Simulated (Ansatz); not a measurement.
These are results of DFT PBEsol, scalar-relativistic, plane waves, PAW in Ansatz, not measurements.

Structure of NiS:

```
Ni S
1.0
     3.40544    0.00000    0.00000
    -1.70272    2.94920    0.00000
     0.00000    0.00000    5.07356
Ni S
2 2
Direct
  0.00000 0.00000 0.00000
  0.00000 0.00000 0.50000
  0.33333 0.66667 0.25000
  0.66667 0.33333 0.75000
```

Cutoff 420 eV; k points 12×12×8 on the computed 4-atom cell (Γ-centred); Gaussian smearing, width 0.10 eV; no spin polarisation.

Levels along Γ–M–K–Γ–A–L–H–A | L–M | H–K, in eV from the Fermi level, sorted by energy at each point. Points in fractions of the primitive reciprocal vectors: Γ (0.000 0.000 0.000), M (0.500 0.000 0.000), K (0.333 0.333 0.000), A (0.000 0.000 0.500), L (0.500 0.000 0.500), H (0.333 0.333 0.500).
```tsv
point	k (1/Å, with 2π)	band 21	band 22	band 23	band 24	band 25	band 26	band 27
Γ	0.000	-1.51	-1.51	-0.64	-0.24	1.64	1.64	3.21
-	0.152	-1.54	-1.51	-0.42	-0.26	1.29	1.58	3.68
-	0.304	-1.51	-1.51	-0.32	0.02	0.71	1.47	4.39
-	0.457	-1.52	-1.50	-0.43	0.14	0.45	1.45	4.63
-	0.609	-1.61	-1.52	-0.64	-0.33	0.71	1.53	4.55
-	0.761	-1.74	-1.51	-0.94	-0.62	0.79	1.64	4.45
-	0.913	-1.80	-1.49	-1.24	-0.74	0.77	1.74	4.44
M	1.065	-1.84	-1.49	-1.36	-0.77	0.75	1.77	4.52
-	1.153	-1.83	-1.49	-1.36	-0.74	0.71	1.60	4.75
-	1.241	-1.82	-1.49	-1.37	-0.66	0.60	1.21	4.35
-	1.329	-1.77	-1.49	-1.40	-0.55	0.41	0.78	3.87
-	1.417	-1.67	-1.44	-1.43	-0.43	0.14	0.39	3.50
-	1.504	-1.64	-1.46	-1.29	-0.33	-0.18	0.09	3.25
-	1.592	-1.65	-1.50	-1.07	-0.52	-0.25	-0.10	3.11
K	1.680	-1.66	-1.52	-0.82	-0.82	-0.20	-0.20	3.07
-	1.856	-1.69	-1.47	-1.15	-0.25	-0.15	-0.12	3.23
-	2.032	-1.70	-1.53	-0.97	-0.01	0.06	0.28	3.75
-	2.207	-1.60	-1.54	-0.69	0.24	0.28	0.60	4.64
-	2.383	-1.53	-1.47	-0.47	0.46	0.55	0.67	5.83
-	2.559	-1.52	-1.47	-0.34	0.15	0.74	1.17	4.81
-	2.735	-1.55	-1.51	-0.36	-0.27	1.23	1.53	3.81
Γ	2.910	-1.51	-1.51	-0.64	-0.24	1.64	1.64	3.21
-	2.999	-1.39	-1.39	-0.74	-0.29	1.62	1.62	3.28
-	3.087	-1.10	-1.10	-1.01	-0.44	1.56	1.56	3.46
-	3.176	-1.36	-0.74	-0.74	-0.65	1.46	1.46	3.73
-	3.264	-1.66	-0.90	-0.38	-0.38	1.32	1.32	4.08
-	3.353	-1.81	-1.17	-0.02	-0.02	1.13	1.13	4.47
-	3.441	-1.79	-1.42	0.32	0.32	0.90	0.90	4.89
A	3.530	-1.64	-1.64	0.63	0.63	0.63	0.63	5.29
-	3.682	-1.55	-1.55	0.42	0.42	0.58	0.58	5.55
-	3.834	-1.34	-1.34	-0.03	-0.03	0.46	0.46	5.68
-	3.986	-1.15	-1.15	-0.37	-0.37	0.27	0.27	5.16
-	4.138	-1.26	-1.26	-0.26	-0.26	0.05	0.05	4.60
-	4.290	-1.47	-1.47	-0.17	-0.17	0.07	0.07	4.14
-	4.442	-1.63	-1.63	-0.34	-0.34	0.36	0.36	3.81
L	4.595	-1.68	-1.68	-0.41	-0.41	0.48	0.48	3.68
-	4.683	-1.70	-1.70	-0.52	-0.52	0.60	0.60	3.77
-	4.770	-1.74	-1.74	-0.72	-0.72	0.84	0.84	4.02
-	4.858	-1.75	-1.75	-0.90	-0.90	1.07	1.07	4.40
-	4.946	-1.70	-1.70	-1.05	-1.05	1.26	1.26	4.83
-	5.034	-1.62	-1.62	-1.17	-1.17	1.40	1.40	5.25
-	5.122	-1.54	-1.54	-1.26	-1.26	1.49	1.49	5.59
H	5.210	-1.49	-1.49	-1.31	-1.31	1.52	1.52	5.73
-	5.386	-1.64	-1.64	-1.17	-1.17	1.38	1.38	5.54
-	5.561	-1.68	-1.68	-0.99	-0.99	1.00	1.00	5.51
-	5.737	-1.35	-1.35	-0.86	-0.86	0.58	0.58	5.54
-	5.913	-1.06	-1.06	-0.73	-0.73	0.36	0.36	5.63
-	6.088	-1.26	-1.26	-0.21	-0.21	0.43	0.43	5.87
-	6.264	-1.53	-1.53	0.36	0.36	0.57	0.57	5.62
A	6.440	-1.64	-1.64	0.63	0.63	0.63	0.63	5.29
L	6.440	-1.68	-1.68	-0.41	-0.41	0.48	0.48	3.68
-	6.528	-1.75	-1.62	-0.73	-0.06	0.19	0.74	3.27
-	6.617	-1.77	-1.55	-1.00	-0.09	0.32	0.91	3.05
-	6.705	-1.78	-1.49	-1.22	-0.33	0.71	0.94	3.08
-	6.794	-1.81	-1.43	-1.37	-0.52	0.88	1.09	3.35
-	6.882	-1.87	-1.45	-1.39	-0.66	0.81	1.43	3.75
-	6.971	-1.85	-1.48	-1.37	-0.74	0.77	1.68	4.22
M	7.059	-1.84	-1.49	-1.36	-0.77	0.75	1.77	4.52
H	7.059	-1.49	-1.49	-1.31	-1.31	1.52	1.52	5.73
-	7.147	-1.52	-1.52	-1.28	-1.28	1.42	1.42	5.83
-	7.236	-1.57	-1.57	-1.22	-1.22	1.15	1.15	5.13
-	7.324	-1.61	-1.61	-1.14	-1.14	0.81	0.81	4.47
-	7.413	-1.65	-1.61	-1.06	-1.06	0.46	0.46	3.90
-	7.501	-1.66	-1.56	-0.96	-0.96	0.14	0.14	3.45
-	7.590	-1.67	-1.53	-0.87	-0.87	-0.10	-0.10	3.17
K	7.678	-1.66	-1.52	-0.82	-0.82	-0.20	-0.20	3.07
```

A ferromagnetic start lost its moments in a first run, so spin was left out; other magnetic orders weren't tried.